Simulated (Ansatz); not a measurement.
La (dhcp (α-La type), P6_3/mmc), a = b = 3.6490 Å, c = 11.7573 Å, α = β = 90.00°, γ = 120.00°.

Relaxed with PBEsol.

**Question.** Decompose the optical modes at the zone centre into irreducible representations, and say which are infrared and Raman allowed.

**Answer.** Point group 6/mmm: Γ_opt = A2u + B1g + B2u + E1u + E2g + E2u. Infrared: A2u, E1u. Raman: E2g.

**Question.** Assign frequencies (DFPT, PBEsol in the plane-wave PAW code Ansatz).

**Answer.** E2u 31, E2g 35, E1u 37, B1g 70, B2u 73, A2u 81 cm⁻¹.

Subscripts of B labels follow the axes of the standard setting.

The PBEsol relaxation kept the symmetry of its start. As this level gives no gap, phonon frequencies hold no LO–TO term and depend on the k-mesh and smearing (Fermi–Dirac, 0.1 eV here). Axis ratios of metals converge slowly with the k-mesh, so a and c are less sure than the volume. Scalar-relativistic: spin–orbit coupling is off unless named, which matters more the heavier the elements.

Potentials: the earlier of the program's two PAW sets. The files were generated under PBE; for other functionals the program regenerates the frozen cores, and for LDA and PBEsol the local potential too.
